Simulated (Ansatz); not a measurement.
Given:

Y (hcp, Mg type), conventional cell a = 3.6826 Å, b = 3.6826 Å, c = 5.6984 Å, α = 90.00°, β = 90.00°, γ = 120.00°. The calculation uses the primitive cell of 2 atoms, to which meshes and values per cell refer.

The volume is varied about the relaxed value V₀ at fixed cell shape. Symmetry pins the atoms to their sites.

The numbers are results of r2SCAN (plane waves to 500 eV, PAW, scalar-relativistic; Ansatz, a program for electronic structure), not measurements. k mesh 15×15×8 (Γ-centred), Fermi-Dirac smearing 0.05 eV. E stands for the smeared free energy. Stress and pressure are positive under compression. With the shape held, the modulus is that of even scaling; a crystal free to change shape is softer. The PAW data are Ansatz's earlier set. Y is run without spin polarisation. Y was relaxed with its symmetry unable to fall. The zero of ΔE is the relaxed starting cell.

The scan covers V/V₀ from 0.840 to 1.160 in 9 points.

What is the fitted pressure derivative B₀′?

3.0.

What bulk modulus at fixed cell shape B₀ follows from a third-order Birch-Murnaghan fit?

40.4 GPa.

(Under strain, the slope of the energy per volume gives the stress and its curvature an elastic modulus.)
